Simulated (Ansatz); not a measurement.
A geometry of Fe away from equilibrium: step 2 of the relaxation of a relaxed Fe cell, doubled along one cell vector, shaken by Gaussian noise of σ = 0.08 Å a coordinate. Computed with r2SCAN (plane waves to 500 eV, PAW, scalar-relativistic; Ansatz, a program for electronic structure). Γ-centred k-mesh 15×8×13 on the run's cell (coarser than for final values), Fermi–Dirac smearing 0.05 eV.

```xyz
2
Lattice="2.5102 -0.0004 -0.0051 -2.5109 4.3263 0.0056 -0.0049 0.0003 2.3965" Properties=species:S:1:pos:R:3:forces:R:3 pbc="T T T" free_energy=-8971.025 pressure_GPa=-0.3
Fe     0.0286     0.0546    -0.0898   -0.1216   -0.0373   -0.4175
Fe    -1.2603     2.2131     0.1901    0.1216    0.0373    0.4175
```

Positions in Å, forces in eV/Å, free energy of the cell in eV (comparable only within this code, potentials and settings). Largest force: 0.44 eV/Å, on Fe1, Fe2 (atoms numbered as listed); the geometry lies 0.38 eV/atom above the end of its relaxation.

Spin-polarised start, with parallel moments on Fe.

Spin state reached: ferromagnetic (net 2.64 μB/atom), from parallel starting moments; other spin orders were not run from this start. r2SCAN tends to overstate moments in metals.

The run could not lose the symmetry of its start.

Of the parent cell (P6/mmm (No. 191)): it is a generated cell of Fe: the first start was made by placing the elements on the sites of a structure type, and the end was not matched to a known phase here, so it may be hypothetical. Known forms of Fe include space group No. 229.
